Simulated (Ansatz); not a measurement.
TeO₂ (fluorite, space group No. 225) under volume change, PBE+D3(BJ) (plane waves, PAW; program Ansatz), scaled uniformly.

| V (Å³/atom) | E − E(relaxed) (meV/atom) | P (GPa) |
|---|---|---|
| 11.619 | 64.7 | 19.61 |
| 12.002 | 27.1 | 11.98 |
| 12.385 | (withheld) | (withheld) |
| 12.768 | 0.0 | 0.00 |
| 13.151 | 5.7 | -4.67 |
| 13.534 | 21.8 | -8.63 |
| 13.917 | (withheld) | (withheld) |

Problem. Complete the blanks.

Solution. 
- 12.385, E − E(relaxed) (meV/atom): 6.5
- 12.385, P (GPa): 5.50
- 13.917, E − E(relaxed) (meV/atom): 46.5
- 13.917, P (GPa): -11.99

Problem. What does a third-order Birch–Murnaghan fit give for V₀, B₀ and B′?

Solution. V₀ = 12.77 Å³/atom, B₀ = 169 GPa, B′ = 4.4.

Space group Fm-3m (fluorite). The cell is a constructed one: a structure type filled with these elements; neither database checked (COD, Materials Project) lists it. COD files the formula under space group No. 19, 61, 92, 136, so this cell is another polymorph or a model. Whether it is the stable phase at ambient conditions was not checked. The cell was relaxed with PBE+D3(BJ) under the symmetry of its start; its stability against distortions is not shown here. Spin–orbit coupling is left out wherever it is not named.

Potentials: the later of the program's two PAW sets.
